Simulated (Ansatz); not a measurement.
How far is PAW off for YSe?

```
Y Se
1.0
     0.00000    2.87500    2.84625
     2.87500    0.00000    2.84625
     2.87500    2.87500    0.00000
Y Se
1 1
Cartesian
  0.0000 0.0000 0.0000
  2.8750 2.8750 2.8462
```

Atoms are numbered in the order listed.

The geometry is COD entry 1527462, unchecked; take it as a test cell. The listed cell was then made from it by scaling, straining or moving an atom.

Spin polarisation is left out, and whether a magnetic state lies lower isn't shown here.

Methods: DFT, LDA, PAW with Ansatz's default frozen-core files, scalar-relativistic (Ansatz 0.2.0); DFT, LDA, all-electron PAW with datasets made for the crystal, scalar-relativistic (Ansatz 0.2.0); DFT, LDA, all-electron LAPW, scalar-relativistic (Ansatz 0.2.0).

For PAW: a Γ-centred 7×7×7 k mesh, Fermi–Dirac smearing of 0.03 eV, cutoff 420 eV, no spin polarisation; the PAW files were made with PBE, and the program remakes their frozen cores for this functional. The crystal-made all-electron datasets (AE datasets) take a cutoff of 220 eV at this cell. LAPW targets a basis error of 0.25 meV/atom. The Ansatz runs share mesh, smearing and spin set-up. Plane-wave (PAW) pressures include the program's estimate of the Pulay term.

Stress and pressure are positive in compression.

Spin–orbit coupling is left out, which moves gradients at and beside heavy atoms by some per cent and at worst by a factor of two.

In a metal, gradients converge slowly with the k mesh: the values move by tens of per cent from one mesh to another, at times in sign, so only the comparison on one mesh counts.

| quantity | PAW | AE datasets | LAPW |
| --- | --- | --- | --- |
| pressure (GPa) | -3.88 | -3.87 | -3.87 |
| stress xx (GPa) | -4.46 | -4.45 | -4.45 |
| stress zz (GPa) | -2.71 | -2.70 | -2.70 |
| field gradient Vzz at Y1 (10²¹ V/m²) | -1.05 | -1.05 | – |
| field gradient Vzz at Se2 (10²¹ V/m²) | -0.93 | -0.95 | – |

PAW's pressure differs from the LAPW value by about 0.01 GPa or less.
